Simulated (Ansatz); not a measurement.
Data:

LaSi₃Ru:
```
CELL_PARAMETERS angstrom
     -2.13105     2.13105     4.98610
      2.13105    -2.13105     4.98610
      2.13105     2.13105    -4.98610
ATOMIC_POSITIONS crystal
  La 0.99899 0.99899 0.00000
  Si 0.41807 0.41807 0.00000
  Si 0.26066 0.76066 0.50000
  Si 0.76066 0.26066 0.50000
  Ru 0.65562 0.65562 0.00000
```

This is the r²SCAN-relaxed structure.

Problem. All from plane-wave PAW r²SCAN (Ansatz code), unless another level is named. Estimate the electronic character.

Solution. metallic (no gap).

Problem. What about the formation energy from the elements (no fitted shifts)?

Solution. -0.73 eV/atom.

Problem. Give the density of states at the Fermi level.

Solution. 0.37 states/eV per atom (mean over ±0.08 eV).

Space group I4mm. The workflow started from a Materials Project entry (that database holds measured and hypothetical structures alike); the Crystallography Open Database copy checked does not list it. Its standing as an ambient phase is unchecked. The r²SCAN relaxation kept the symmetry of its start; whether a distortion lowers the energy is not shown. No spin polarisation was allowed. The references are the lowest solids computed at this level, not always the standard phases. Scalar-relativistic: spin–orbit coupling is off unless named, which matters more the heavier the elements.

Potentials: the later of the program's two PAW sets.
